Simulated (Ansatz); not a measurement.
LaAlGe:
```
CELL_PARAMETERS angstrom
     -2.18874     2.18874     7.37934
      2.18874    -2.18874     7.37934
      2.18874     2.18874    -7.37934
ATOMIC_POSITIONS crystal
  La 0.75029 0.25029 0.50000
  La 0.00029 0.00029 0.00000
  Al 0.16713 0.66713 0.50000
  Al 0.41713 0.41713 0.00000
  Ge 0.33409 0.83409 0.50000
  Ge 0.58409 0.58409 0.00000
```

Relaxed with r²SCAN. Special points in fractions of this cell's reciprocal vectors: Γ (0.000, 0.000, 0.000); X (0.000, 0.000, 0.500); P (0.250, 0.250, 0.250); N (0.000, 0.500, 0.000); M (0.500, 0.500, -0.500); S (0.272, 0.728, -0.272); S0 (-0.272, 0.272, 0.272); R (-0.044, 0.044, 0.500); G (0.500, 0.500, -0.044).

Question: List the band energies nearest the Fermi level at these points for r²SCAN in the plane-wave PAW code Ansatz.

Answer: In eV from the Fermi level; about four levels below and three above (degenerate sets whole), none deeper than 8.9 eV; points with the same levels are listed once.

```json
[
 {"k": "Γ", "below": "-1.77 -1.66 -1.66 -0.47", "above": "0.24 0.58 1.27"},
 {"k": "X", "below": "-2.46 -2.46 -1.34 -1.34", "above": "1.23 1.23 1.99 1.99"},
 {"k": "P", "below": "-2.46 -2.46 -1.34 -1.34", "above": "1.18 1.18 2.07 2.07"},
 {"k": "N", "below": "-2.75 -1.59 -1.01 -0.33", "above": "0.11 0.40 1.22"},
 {"k": "M", "below": "-1.73 -1.73 -1.46 -1.46", "above": "1.14 1.14 1.47 1.47"},
 {"k": "S", "below": "-2.16 -1.67 -1.53 -0.19", "above": "0.09 0.75 1.32"},
 {"k": "R", "below": "-2.45 -2.45 -1.35 -1.35", "above": "1.20 1.20 1.99 1.99"}
]
```

Space group I4_1md. The first step of the workflow began from a Materials Project structure, measured or hypothetical; the Crystallography Open Database files this formula in space group No. 109, but the cells were not matched. Its standing as an ambient phase is unchecked. The cell was relaxed with r²SCAN under the symmetry of its start; its stability against distortions is not shown here. Scalar-relativistic: spin–orbit coupling is off unless named, which matters more the heavier the elements.

Potentials: the later of the program's two PAW sets.
